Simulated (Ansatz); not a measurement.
## Perovskite alloy of KMgF3 and KZnF3 (7 of 8 Mg sites exchanged), 40 atoms

Ansatz, PAW, plane waves. PBEsol relaxation of volume and atoms (shape held) at the single k point (¼, ¼, ¼) without its symmetry partners; single points on the relaxed atoms at the Γ point alone, onto which points of the small cell's zone fold. Arrangement: quasirandom. No spin–orbit coupling unless named.

Relaxed structure:

```
K Zn Mg F
1.0
     8.09005    0.00000    0.00000
     0.00000    8.09005    0.00000
     0.00000    0.00000    8.09005
K Zn Mg F
8 7 1 24
Direct
  0.00022 0.99990 0.00012
  0.00026 0.99983 0.49993
  0.00020 0.49963 0.00013
  0.00028 0.49974 0.49989
  0.50035 0.99982 0.00006
  0.50043 0.99981 0.49991
  0.50037 0.49970 0.00009
  0.50041 0.49972 0.49989
  0.25038 0.24983 0.25002
  0.25037 0.24975 0.75002
  0.25033 0.74983 0.25002
  0.75042 0.24970 0.25009
  0.75032 0.24978 0.75004
  0.75033 0.74970 0.24998
  0.75034 0.74976 0.75002
  0.25023 0.74975 0.75003
  0.25124 0.24879 0.99991
  0.24971 0.25081 0.50014
  0.25090 0.75060 0.99724
  0.24974 0.74902 0.50282
  0.74973 0.24996 0.00003
  0.75125 0.24939 0.50006
  0.74961 0.74938 0.99992
  0.75095 0.74999 0.50012
  0.00043 0.25093 0.24928
  0.00051 0.24944 0.75084
  0.00049 0.74850 0.24935
  0.00309 0.75018 0.75070
  0.50042 0.24852 0.25080
  0.50025 0.25005 0.74931
  0.50018 0.75092 0.25065
  0.49756 0.74935 0.74931
  0.24916 0.99965 0.25095
  0.25057 0.99699 0.74904
  0.25163 0.49993 0.24913
  0.25014 0.50255 0.75101
  0.75157 0.99969 0.24976
  0.74997 0.99962 0.75033
  0.74924 0.49973 0.25033
  0.75073 0.49986 0.74973
```

(1) What are the mean bond lengths by pair (pairs within 1.2 times the sum of covalent radii, less contacts 15 % beyond the pair's median; cation–cation pairs of compounds aside; long ionic contacts are cut short by that bound)?

(2) What gap lies between the top filled and the lowest empty level in the single points?

## Answers

(1) F–K 2.860 ± 0.006 Å (standard deviation, 96 bonds); F–Mg 2.000 ± 0.000 Å (standard deviation, 6 bonds); F–Zn 2.026 ± 0.008 Å (standard deviation, 42 bonds).

(2) HSE06 6.54 eV (57 s on 7 threads of Neoverse-V2).
